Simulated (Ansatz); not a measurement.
**Notes on Bi₂H₃**

```
Bi H
1.0
     3.55070    0.00000    0.00000
    -1.77535    3.07500    0.00000
    -1.77535    1.02500    8.22965
Bi H
2 3
Direct
  0.40000 0.60000 0.20000
  0.60000 0.40000 0.80000
  0.00000 0.00000 0.00000
  0.20950 0.79050 0.62850
  0.79050 0.20950 0.37150
```

Level: r2SCAN, no spin polarisation; 500 eV; 8×8×8 Γ-centred mesh; cold occupations (width 0.0223 eV); Ansatz 0.2.0, fixed geometry.

**Stress.** The pressure is -4.1 GPa (compression positive), so with the atoms held at these fractions the cell would first shrink; the forces are large, so a full relaxation may end otherwise. The principal stresses -6.9, -2.7, -2.7 GPa differ, so its shape would change too.
**Charges.** Bader charges in e: Bi +0.54, H -0.40 to -0.34. In the mean Bi gives up most and H takes most.
**At the Fermi level.** It is a metal, with about 2.1 states/eV a cell as the mean within 0.25 eV of the Fermi level, mostly Bi p (80 %) and H s (16 %).
**Contacts.** Bi–H at 2.49 Å: least valence density 0.21 e/Å³ and ELF 0.42 there. These are pseudo-fields; inside the PAW spheres they differ from the all-electron ones.
**Forces.** The largest is on H5 (and as large on other atoms): 0.80 eV/Å, components (0.00, 0.00, -0.80). It makes 55° with the line to a nearest neighbour, Bi1 at 2.49 Å.

Origin: a known structure type with other elements, at an estimated volume, so it need not be a known compound.
